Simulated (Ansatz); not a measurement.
YTl, one cell by several methods

```yaml
crystal:
  lattice:
    - [3.71349, 0.00000, 0.00000]
    - [0.00000, 3.71349, 0.00000]
    - [0.00000, 0.00000, 3.75100]
  atoms:
    - { symbol: Y, position: [0.50000, 0.50000, 0.50000] }
    - { symbol: Tl, position: [0.00000, 0.00000, 0.00000] }
```

Atom numbers follow the list: Y1, Tl2.

The conventional cell has a = 3.713 Å, b = 3.713 Å, c = 3.751 Å, α = 90.00°, β = 90.00°, γ = 90.00°. Around Y (atom 1) lie 8 Tl at 3.23 Å. Tl (atom 2) is surrounded by 8 Y at 3.23 Å.

The cell comes from COD entry 1527195, which wasn't checked; take it as a given geometry. The listed cell was then made from it by scaling, straining or moving an atom.

Spin–orbit coupling is left out, though it moves levels of the heavy atoms by tenths of an eV or more.

Levels of theory: DFT, LDA, PAW with Ansatz's default frozen-core files, scalar-relativistic (Ansatz 0.2.0); DFT, LDA, all-electron PAW with datasets made for the crystal, scalar-relativistic (Ansatz 0.2.0); DFT, LDA, all-electron LAPW, scalar-relativistic (Ansatz 0.2.0).

For PAW: a Γ-centred 11×11×11 k mesh, Fermi–Dirac smearing of 0.08 eV, cutoff 420 eV, no spin polarisation; the PAW files were made with PBE, and the program remakes their frozen cores for this functional. The crystal-made all-electron datasets (AE datasets) take a cutoff of 260 eV at this cell. LAPW targets a basis error of 0.25 meV/atom. The Ansatz runs share mesh, smearing and spin set-up. Plane-wave (PAW) pressures include the program's estimate of the Pulay term.

Stress and pressure are positive in compression.

The change that made this cell: equal xx and yy strain of -1 %.

Spin–orbit coupling is left out, which moves gradients at and beside heavy atoms by some per cent and at worst by a factor of two.

In a metal, gradients converge slowly with the k mesh: the values move by tens of per cent from one mesh to another, at times in sign, so only the comparison on one mesh counts.

```
                             quantity    PAW  AE datasets   LAPW
                       pressure (GPa)  -1.82        -1.81  -1.81
                      stress xx (GPa)  -1.77        -1.76  -1.76
                      stress zz (GPa)  -1.91        -1.90  -1.90
field gradient Vzz at Tl2 (10²¹ V/m²)  -0.91        -0.90      –
```
